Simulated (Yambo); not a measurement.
Yambo run on AgBr (rock salt, space group Fm-3m, No. 225). The wavefunctions are LDA (Quantum ESPRESSO, PseudoDojo norm-conserving, 86 Ry, without SOC) ones on a 4×4×4 mesh (13 occupied bands); a = b = c = 3.949 Å, α = β = γ = 60.00°.

Yambo input:

```
rim_cut
gw0
dyson
el_el_corr
HF_and_locXC
cohsex
em1s
RandQpts= 1000000
RandGvec= 1 Ry
EXXRLvcs= 86 Ry
VXCRLvcs= 344 Ry
Chimod= "HARTREE"
% BndsRnXs
 5 | 114 |
%
NGsBlkXs= 10 Ry
% LongDrXs
 1.0 | 1.0 | 1.0 |
%
ExtendOut
% QPkrange
 1 | 1 | 13 | 14 |
 3 | 3 | 13 | 13 |
%
```

k points by index: 1 = Γ, 3 = L.

Table of the .qp output:

```
#    K-point    Band    Eo [eV]    E [eV]    E-Eo [eV]    Vxc [eV]    Vnlxc [eV]    Sc|Eo [eV]    Re(Z)    Im(Z)
#
    1    13    -2.240234    -5.465884    -3.225650    -13.30377    -16.75906    0.229641    1.000000    0.000000
    1    14    0.380067    -0.684336    -1.064403    -11.49196    -7.036669    -5.519693    1.000000    0.000000
    3    13    0.000000    -2.878988    -2.878988    -19.82253    -24.05645    1.354937    1.000000    0.000000
```
(The two width columns are left out.) Convergence of these settings isn't established.

Geometry relaxed with LDA.
